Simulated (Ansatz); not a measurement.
# Ansatz run, TaCuO₂

Input file of Ansatz 0.2.0:

```yaml
crystal:
  lattice:
    - [3.078347, 0.0, 0.0]
    - [-1.539173, 2.665931, 0.0]
    - [0.0, -1.777284, 5.705808]
  atoms:
    - { symbol: Ta, position: [0.5, 0.0, 0.5] }
    - { symbol: Cu, position: [0.0, 0.0, 0.0] }
    - { symbol: O, position: [0.119, 0.238, 0.357] }
    - { symbol: O, position: [0.881, 0.762, 0.643] }
  symmetry: { tolerance: 0.0003 }
kpoints:
  mp_grid: { grid: [10, 10, 10], shift: [0, 0, 0] }
  band_path:
    path:
      - [0.0, 0.0, 0.0]
      - [0.0, 0.0, 0.5]
      - [0.63432525, -0.31716263, 0.5]
      - [0.68283737, -0.36567475, 0.18283737]
      - [0.5, 0.0, 0.0]
      - [0.0, 0.0, 0.0]
      - [0.68283737, -0.34141869, 0.0]
      - [0.65858131, -0.34141869, 0.34141869]
      - [0.5, -0.5, 0.5]
      - [0.0, 0.0, 0.0]
    npoints: 6
magnetization:
  spin_polarized: false
scf:
  occupations: { method: gaussian, width: 0.085 }
  lower_state_search: "off"
  max_iter: 200
hamiltonian:
  pseudopotentials: { kind: paw }
  xc: pbe
  hubbard:
    projectors: all-electron-ortho-atomic
    sites: [{ species: Cu, l: d, u: 7.8, j: 0.69 }]
basis:
  ecutwfc: 420
  fft_grid_basis: typed
output:
  forces: true
  stress: true
  eigenvalues: true
  bader: true
  populations: true
  elf: true
  write_potential: true
  volumetric_format: npy
  dos:
    e_range: [-12, 8]
    de: 0.05
    projected: { site_lists: { Cu: [Cu], O: [O], Ta: [Ta] } }
checkpoint:
  read: saved_state
```

The run starts from an earlier solution of this cell. 

Excerpt of what it printed:

```
Warning: crystal.lattice misses the space group found at crystal.symmetry.tolerance 3.0e-4 in a digit that the deck types, which is why this is a warning: making the lattice exact moves one of its numbers by a whole unit of that number's last typed decimal, or more. The operation that it misses by the most changes a squared length by the fraction 3.13e-6.
Ta: projections on atomic orbitals take those of the free atom [Kr 4d10 4f14] 5s2 5p6 5d3 6s2, of charge +0.00 (hamiltonian.pseudopotentials.projection_atoms); the dataset's partial waves leave at most 6.0e-5 of an orbital's norm unspanned inside its sphere
Cu: projections on atomic orbitals take those of the free atom [Ne] 3s2 3p6 3d10 4s1, of charge +0.00 (hamiltonian.pseudopotentials.projection_atoms); the dataset's partial waves leave at most 2.0e-6 of an orbital's norm unspanned inside its sphere
O: projections on atomic orbitals take those of the free atom [He] 2s2 2p4, of charge +0.00 (hamiltonian.pseudopotentials.projection_atoms); the dataset's partial waves leave at most 1.9e-8 of an orbital's norm unspanned inside its sphere
Pseudopotentials: kind: paw
Pseudopotential: Ta, paw, valence charge 13, recommended cutoff 420 eV (normal), Ta.paw.azcp
Pseudopotential: Cu, paw, valence charge 19, recommended cutoff 420 eV (normal), Cu.paw.azcp
Pseudopotential: O, paw, valence charge 6, recommended cutoff 420 eV (normal), O.paw.azcp
Functional definition: PBE
  exchange = pbe_x(kappa = kappa, mu = beta*pi^2/3)
  correlation = pbe_c(beta = beta)
Crystal: 4 atoms, lattice volume = 46.826 Å³
Basis set: ecut = 420 eV, 907 PW (Γ), exchange–correlation on 48×48×80 points (8 copies of the dense FFT grid, shifted against one another)
Bands: 27, of which v1, the nominal top of the filled ones, is band 22 counted from 1 (21 counted from 0)
Symmetry: 12 space group operations
Space group: R-3m (ITA 166), of the structure as read, at distance tolerance 1.1e-3 Å
k-points: 116 of 1000
Initial density: read from a saved state, or passed on in memory by an earlier SCF of this step, an earlier step, the calling program or the single point that the run made first
Functional: x = pbe(κ = 0.804, μ = 0.2195), c = pbe(β = 0.0667)
SCF iter   1: F=—  Δρ=7.20e-3  dr2=7.95e-3
SCF iter   2: F=—  Δρ=3.63e-3  dr2=1.06e-3
SCF iter   3: F=—  Δρ=1.76e-3  dr2=9.47e-4
SCF iter   4: F=—  Δρ=4.46e-4  dr2=6.25e-5
SCF iter   5: F=—  Δρ=1.84e-4  dr2=1.45e-5
SCF iter   6: F=—  Δρ=7.98e-5  dr2=2.50e-6
SCF iter   7: F=—  Δρ=3.57e-5  dr2=7.96e-7
SCF iter   8: F=-17690.4860 eV  Δρ=5.80e-6  dr2=7.90e-9
Free energy (F): -17690.4860 eV
Harris-Foulkes:  -17690.4860 eV  (|F-HF|=8.36e-9)
Internal energy: -17690.4776 eV  (E = F + TS)
E sigma→0 (E₀):  -17690.4818 eV
Entropy (-TS):   -0.0084 eV (-2.092 meV/atom)
Fermi energy:    15.1747 eV
--- Forces (eV/Å), atoms counted from 1 ---
  atom   1  Ta     0.0000     0.0000     0.0000
  atom   2  Cu     0.0000     0.0000     0.0000
  atom   3  O      0.0000     0.0000    -2.2886
  atom   4  O      0.0000     0.0000     2.2886
--- Stress (GPa, compression-positive) ---
       48.2447       0.0000       0.0000
        0.0000      48.2447       0.0000
        0.0000       0.0000      37.5429
  P = ⅓ Tr σ = 44.6774 GPa (446.774 kbar)
--- Löwdin populations: 4 sites ---
  site symbol       q [e]
     0     Ta     11.7678
     1     Cu     18.7444
     2      O      6.6252
     3      O      6.6252
  spilling = 0.0054 (of n_electrons = 44.0000)
--- Bader charges: 4 sites ---
  site symbol  charge [e]  shift [e]
     0     Ta      2.4403     0.0078
     1     Cu      0.1343     0.0014
     2      O     -1.2873     0.0046
     3      O     -1.2873     0.0046
```

Total energies depend on the potentials used, so only differences within one code and one set of settings carry meaning.

Origin: a known structure type with other elements, at an estimated volume, so it need not be a known compound. Caveats: many states at the Fermi level without spin polarisation, so a magnetic state may lie lower; a Hubbard term without moments, so a magnetic state may lie lower; atoms or cell far from equilibrium.
